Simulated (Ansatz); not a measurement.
AlSiTe3:
```cif
data_Al2Si2Te6
_chemical_formula_sum 'Al2 Si2 Te6'
_space_group_name_H-M_alt 'P-31m'
_space_group_IT_number 162
_space_group_name_Hall '-P 3 2'
_cell_length_a 6.89030
_cell_length_b 6.89030
_cell_length_c 7.44477
_cell_angle_alpha 90.000
_cell_angle_beta 90.000
_cell_angle_gamma 120.000
loop_
_atom_site_label
_atom_site_type_symbol
_atom_site_symmetry_multiplicity
_atom_site_Wyckoff_symbol
_atom_site_fract_x
_atom_site_fract_y
_atom_site_fract_z
_atom_site_occupancy
Al1 Al 2 d 0.33333 0.66667 0.50000 1
Si1 Si 2 e 0.00000 0.00000 0.34661 1
Te1 Te 6 k 0.35358 0.35358 0.73753 1
```

Relaxed with r²SCAN.

Problem. Which orbitals make up the states near the band edges in plane-wave PAW r²SCAN (Ansatz code)?

Solution. Top 1 eV of the valence band: Te 5p 88 %. Bottom 1 eV of the conduction band: Te 5p 40 %, Al 3s 29 %, Si 3p 11 %, Si 3s 5 %, outside the projected shells 9 %. Projections are on Löwdin-orthogonalised atomic valence shells; empty p or d shells of many metals are not among them.

Problem. Tabulate the density of states.

Solution. States/eV per cell of 10 atoms, in 0.25 eV bins, energy from the valence-band maximum.

```
E (eV)  total  Te 5p  Si 3p  Al 3p
------  -----  -----  -----  -----
-7.90    3.36   0.64   0.31   0.06
-7.65    2.56   0.44   0.26   0.07
-7.40    0.00   0.00   0.00   0.00
-7.15    0.00   0.00   0.00   0.00
-6.90    0.00   0.00   0.00   0.00
-6.65    0.00   0.00   0.00   0.00
-6.40    0.00   0.00   0.00   0.00
-6.15    6.28   2.34   0.42   0.59
-5.90    1.72   0.61   0.11   0.12
-5.65    0.00   0.00   0.00   0.00
-5.40    6.96   3.56   0.55   0.03
-5.15    2.22   1.12   0.34   0.01
-4.90    5.21   2.54   0.70   0.02
-4.65    1.61   0.75   0.21   0.01
-4.40    3.29   1.91   0.71   0.47
-4.15    4.96   2.80   1.12   0.65
-3.90    2.26   1.32   0.54   0.25
-3.65    5.00   2.89   1.28   0.46
-3.40    6.86   3.92   1.75   0.64
-3.15    5.11   2.97   0.99   0.73
-2.90    5.47   3.67   0.79   0.71
-2.65    7.48   5.05   0.89   0.92
-2.40    7.90   5.18   1.06   1.08
-2.15    5.96   4.23   0.55   0.80
-1.90    8.70   6.30   0.90   0.78
-1.65    9.48   6.80   1.22   0.75
-1.40    7.63   5.73   0.77   0.62
-1.15    7.05   5.65   0.31   0.75
-0.90    7.27   6.21   0.27   0.48
-0.65   10.03   8.92   0.39   0.32
-0.40    7.58   6.62   0.40   0.22
-0.15    7.97   7.20   0.30   0.12
0.10     0.00   0.00   0.00   0.00
0.35     0.00   0.00   0.00   0.00
0.60     0.00   0.00   0.00   0.00
0.85     0.00   0.00   0.00   0.00
1.10     0.00   0.00   0.00   0.00
1.35     0.00   0.00   0.00   0.00
1.60     0.63   0.22   0.07   0.01
1.85     3.86   1.46   0.41   0.09
2.10     4.59   1.90   0.38   0.10
2.35     5.00   2.03   0.69   0.12
2.60     6.07   2.67   0.82   0.20
2.85     4.16   1.90   0.53   0.23
3.10     4.23   1.84   0.60   0.39
3.35     1.76   0.72   0.35   0.13
3.60     8.11   2.51   2.70   0.89
3.85     6.66   1.86   2.13   0.72
4.10     5.02   1.30   1.48   0.50
4.35     9.10   1.94   2.11   1.63
4.60     6.50   1.35   1.23   1.32
4.85    11.63   2.73   2.48   1.92
5.10     7.01   1.79   1.03   1.79
5.35     7.39   1.60   0.62   2.47
5.60     8.25   1.72   0.37   3.15
5.85     7.18   1.56   0.23   2.82
6.10     7.04   1.47   0.32   2.42
6.35     4.64   0.84   0.28   1.37
```

The first step of the workflow began from a Materials Project structure, measured or hypothetical; the Crystallography Open Database copy checked does not list it. Its standing as an ambient phase is unchecked. Symmetry was held in the r²SCAN relaxation; whether a distortion lowers the energy is not shown. A crystal of weakly bound layers computed without a dispersion correction: the cell and the soft elastic constants depend strongly on that. Scalar-relativistic: spin–orbit coupling is off unless named, which matters more the heavier the elements.

Potentials: the earlier of the program's two PAW sets.
